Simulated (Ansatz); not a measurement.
**Computed properties of BP**

BP:
```
BP
1.0
    5.59351     0.00000     0.00000
    0.00000     5.59351     0.00000
    0.00000     0.00000     5.59351
B P
6 6
Direct
  0.25000   0.50000   0.00000
  0.75000   0.50000   0.00000
  0.00000   0.25000   0.50000
  0.00000   0.75000   0.50000
  0.50000   0.00000   0.25000
  0.50000   0.00000   0.75000
  0.50000   0.25000   0.00000
  0.50000   0.75000   0.00000
  0.00000   0.50000   0.25000
  0.00000   0.50000   0.75000
  0.25000   0.00000   0.50000
  0.75000   0.00000   0.50000
```

Space group Pm-3n (No. 223); conventional cell a = b = c = 5.594 Å, α = β = γ = 90.00°.

Method: PBE in the plane-wave PAW code Ansatz. Geometry: relaxed at this level of theory. Other levels are named where they apply.

**Cell and energy**

| Item | Result |
|---|---|
| Volume per atom | 14.58 Å³ |
| Density | 2.38 g/cm³ |
| Formation energy from the elements (no fitted shifts) | -0.14 eV/atom |

**Electronic structure**

| Item | Value |
|---|---|
| Band gap | 0.63 eV (indirect) |
| Valence-band maximum | at Γ |
| Conduction-band minimum | on the Γ–X line, 85 % of the way from Γ (6 equivalent valleys) |
| Smallest direct gap on the standard path | 1.05 eV |
| Electron effective mass | 0.36, 0.36, 0.64 mₑ (principal values) |
| Hole effective mass, band 1 of 3 at the edge | 1.4 along [100], 1.4 along [110], 0.54 along [111] (mₑ) |
| Hole effective mass, band 2 of 3 at the edge | 1.4 along [100], 0.41 along [110], 0.54 along [111] (mₑ) |
| Hole effective mass, band 3 of 3 at the edge | 0.18 along [100], 0.26 along [110], 0.30 along [111] (mₑ) |

**Mechanics**

| Quantity | Value |
|---|---|
| Bulk modulus (Birch–Murnaghan fit) | 123 GPa |
| Pressure derivative B′ | 3.8 |

The start of the workflow was typed in or built on a structure type; neither database checked (COD, Materials Project) lists it. It is not the phase usual at ambient conditions (space group No. 216). The cell was relaxed with PBE under the symmetry of its start; whether a distortion lowers the energy is not shown. The references are the lowest solids computed at this level, not always the standard phases.

Potentials: the earlier of the program's two PAW sets.
